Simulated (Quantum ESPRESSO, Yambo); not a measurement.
Quasiparticle gap of RbH

RbH has the cubic space group Fm-3m (No. 225), the rock salt structure, Pearson symbol cF8. Cell: a = 6.0082 Å, b = 6.0082 Å, c = 6.0082 Å, α = 90.00°, β = 90.00°, γ = 90.00°. H on 4a sees 6 Rb at 3.004 Å (octahedral). Rb on 4b is surrounded by 6 H at 3.004 Å (octahedral). (Neighbours: up to the widest gap in distance over summed covalent radii, below 1.35, at either atom; cation-cation contacts left out.)
(The calculation used a cell of 2 atoms; values per cell refer to that cell.)

The geometry is that of Materials Project entry mp-24721, symmetrised and not relaxed again.

Starting point: PBEsol (pw.x of Quantum ESPRESSO, ONCV potentials, with spin-orbit coupling). G0W0 in Yambo: 4×4×4 Γ-centred k mesh, 190 bands and a 8 Ry block in the screening, 190 bands in G with the Bruneval-Gonze terminator, plasmon pole fitted at 27.2 eV.

The PBEsol gap along the band path is 2.72 eV and the PBEsol gap between the mesh's edge points (L → L) is 2.72 eV. The G0W0 gap between the same points comes out as 5.24 eV.

| k point | band | E PBEsol (eV) | E QP (eV) | shift (eV) | Z |
|---|---|---|---|---|---|
| Γ | VB | -1.95 | -3.93 | -1.98 | 0.82 |
| Γ | CB | 6.72 | 7.38 | 0.66 | 0.82 |
| L | VB−2 | -9.77 | -12.40 | -2.63 | 0.83 |
| L | VB−1 | 0.00 | -1.86 | -1.86 | 0.81 |
| L | VB | 0.00 | -1.86 | -1.86 | 0.81 |
| L | CB | 2.72 | 3.37 | 0.65 | 0.85 |
| L | CB+1 | 2.72 | 3.37 | 0.65 | 0.85 |
| X | VB | -0.77 | -2.65 | -1.88 | 0.80 |
| X | CB | 4.40 | 5.28 | 0.88 | 0.85 |
| W | VB | -0.42 | -2.29 | -1.87 | 0.80 |
| W | CB | 4.74 | 5.50 | 0.76 | 0.85 |

Energies count from the PBEsol valence-band maximum.

Nearest settings tried, and what they do to the gap: 118 bands in G: -4 meV; 80 bands in W: -62 meV; 7 Ry block (137 vectors against 169): -21 meV. Not varied: mesh. So the settings aren't converged at that level.
